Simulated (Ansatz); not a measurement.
In$_{5}$AgSe$_{8}$:
```
In5AgSe8
1.0
    5.83837     0.00000     0.00000
    0.00000     5.83837     0.00000
    0.00000     0.00000    11.95270
In Ag Se
5 1 8
Direct
  0.50000   0.00000   0.25316
  0.00000   0.50000   0.74684
  0.50000   0.00000   0.74684
  0.00000   0.50000   0.25316
  0.50000   0.50000   0.00000
  0.00000   0.00000   0.50000
  0.77173   0.77173   0.11250
  0.77173   0.22827   0.88750
  0.22827   0.22827   0.11250
  0.22827   0.77173   0.88750
  0.27103   0.72897   0.37980
  0.72897   0.72897   0.62020
  0.72897   0.27103   0.37980
  0.27103   0.27103   0.62020
```

Relaxed with r²SCAN. Special points in fractions of this cell's reciprocal vectors: Γ (0.000, 0.000, 0.000); X (0.000, 0.500, 0.000); M (0.500, 0.500, 0.000); Z (0.000, 0.000, 0.500); R (0.000, 0.500, 0.500); A (0.500, 0.500, 0.500).

List the band energies nearest the valence-band maximum at these points for DFT-r²SCAN in the program Ansatz with PAW potentials.

In eV from the valence-band maximum; about four levels below and three above (degenerate sets whole), none deeper than 8.9 eV; points with the same levels are listed once.

```tsv
k	below	above
Γ	-1.36 -1.36 -0.48 -0.12 -0.12	0.66 2.01 2.11
X	-1.19 -0.88 -0.78 -0.58	2.42 2.78 2.90
M	-1.13 -0.71 -0.02 -0.02	1.40 1.40 1.62
Z	-1.19 -1.19 -1.04 -0.20 -0.20	1.50 1.65 2.23
R	-1.14 -1.03 -0.80 -0.67	2.51 2.78 2.79
A	-1.39 -1.05 0.00 0.00	1.80 1.97 1.97
```

Space group P-42m. The workflow started from a Materials Project entry (that database holds measured and hypothetical structures alike); the Crystallography Open Database files this formula in space group No. 111, but the cells were not matched. Its standing as an ambient phase is unchecked. The r²SCAN relaxation kept the symmetry of its start; its stability against distortions is not shown here. The run is not spin-polarised. Scalar-relativistic: spin–orbit coupling is off unless named, which matters more the heavier the elements.

Potentials: the later of the program's two PAW sets.
